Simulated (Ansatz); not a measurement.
FeBiO₃:
```
CELL_PARAMETERS angstrom
      3.79375     0.00000     0.00000
      0.00000     3.79375     0.00000
      0.00000     0.00000     3.79375
ATOMIC_POSITIONS crystal
  Bi 0.50000 0.50000 0.50000
  Fe 0.00000 0.00000 0.00000
  O  0.00000 0.00000 0.50000
  O  0.00000 0.50000 0.00000
  O  0.50000 0.00000 0.00000
```
The run is spin-polarised; directions of the spins, atom by atom: 0 ↑ 0 0 0.

Relaxed with PBEsol. Special points in fractions of this cell's reciprocal vectors: Γ (0.000, 0.000, 0.000); X (0.000, 0.500, 0.000); M (0.500, 0.500, 0.000); R (0.500, 0.500, 0.500).

Q: List the band energies nearest the Fermi level at these points for plane-wave PAW PBEsol (Ansatz code).

A: In eV from the Fermi level; about four levels below and three above (degenerate sets whole), none deeper than 8.9 eV; points with the same levels are listed once.

| k | below | above |
|---|---|---|
| Γ ↑ | -3.27 -3.27 -3.27 -1.90 -1.90 | 4.38 4.38 4.38 |
| X ↑ | -1.90 -1.65 -1.65 -0.61 | 0.48 2.94 2.94 |
| M ↑ | -1.46 -1.46 -1.03 -0.91 | 1.20 2.26 2.26 |
| R ↑ | -2.44 -2.44 -2.44 -1.90 -1.90 -1.90 | 2.49 2.49 3.97 3.97 3.97 |
| Γ ↓ | -3.18 -3.18 -3.18 -1.05 -1.05 -1.05 | 0.47 0.47 4.44 4.44 4.44 |
| X ↓ | -3.01 -3.01 -2.48 -1.04 -0.54 | 0.41 0.41 0.47 |
| M ↓ | -4.92 -4.92 -4.45 -2.21 | 0.48 0.48 0.93 |
| R ↓ | -6.36 -6.36 -2.25 -2.25 -2.25 | 0.35 0.35 0.35 |

Space group Pm-3m (cubic perovskite). The start of the workflow was typed in or built on a structure type; neither database checked (COD, Materials Project) lists it. It is not the phase usual at ambient conditions (space group No. 161). Symmetry was held in the PBEsol relaxation; its stability against distortions is not shown here. Spin order of the final state: ferromagnetic, chosen from 4 collinear starts compared on coarse meshes (ties went to the first, and starts can fall back to one state), not a proven ground state. No Hubbard U is applied. The compound may be a true metal, but semilocal functionals without U, or a wrong spin order, can also close a gap. Scalar-relativistic: spin–orbit coupling is off unless named, which matters more the heavier the elements.

Potentials: the earlier of the program's two PAW sets. The files were generated under PBE; for other functionals the program regenerates the frozen cores, and for LDA and PBEsol the local potential too.
